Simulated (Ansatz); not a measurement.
Input:

MgO:
```cif
data_Mg4O4
_chemical_formula_sum 'Mg4 O4'
_space_group_name_H-M_alt 'Fm-3m'
_space_group_IT_number 225
_space_group_name_Hall '-F 4 2 3'
_cell_length_a 4.20751
_cell_length_b 4.20751
_cell_length_c 4.20751
_cell_angle_alpha 90.000
_cell_angle_beta 90.000
_cell_angle_gamma 90.000
loop_
_atom_site_label
_atom_site_type_symbol
_atom_site_symmetry_multiplicity
_atom_site_Wyckoff_symbol
_atom_site_fract_x
_atom_site_fract_y
_atom_site_fract_z
_atom_site_occupancy
Mg1 Mg 4 a 0.00000 0.00000 0.00000 1
O1 O 4 b 0.50000 0.50000 0.50000 1
```
(The calculation used a cell of 2 atoms; values per cell refer to that cell.)

This is the r²SCAN-relaxed structure.

Q: All from plane-wave PAW r²SCAN (Ansatz code), unless another level is named. Predict the band gap.

A: 5.68 eV (direct).

Q: What about the formation energy from the elements (no fitted shifts)?

A: -2.94 eV/atom.

Q: And the valence-band maximum?

A: at Γ.

Symmetry was held in the r²SCAN relaxation. The references are the lowest solids computed at this level, not always the standard phases (solids in place of the gases).

Potentials: the earlier of the program's two PAW sets.
